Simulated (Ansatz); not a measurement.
Zr3AlN in space group Cmcm (No. 63; Zr on 4c, Zr on 8f, Al on 4c, N on 4a), the program Ansatz at the PBE level (PAW), all energies at zero smearing, with the estimated change up to a 700 eV cutoff added, with one set of potentials and settings (totals compare only within such a set). Cell of 10 atoms (6 Zr, 2 Al, 2 N): -26955.947 eV.

```tsv
element	reference phase	E (eV/atom)
Zr	P6_3/mmc, 2 atoms in the cell	-4183.8362
Al	Fm-3m, 1 atoms in the cell	-537.5049
N	Pa-3, 8 atoms in the cell	-384.0325
```

Formation energy per atom, worked out: (-26955.947 − 6×(-4183.8362) − 2×(-537.5049) − 2×(-384.0325))/10 = -0.985 eV/atom (-95 kJ per mol of atoms), at 0 K, without zero-point energy or fitted corrections.

The workflow started from a Materials Project entry (that database holds measured and hypothetical structures alike); the Crystallography Open Database copy checked does not list it. Whether it is the stable phase at ambient conditions was not checked. Symmetry was held in the PBE relaxation; whether a distortion lowers the energy is not shown. The run is not spin-polarised. The references are the lowest solids computed at this level, not always the standard phases (solids in place of the gases).

Potentials: the later of the program's two PAW sets.
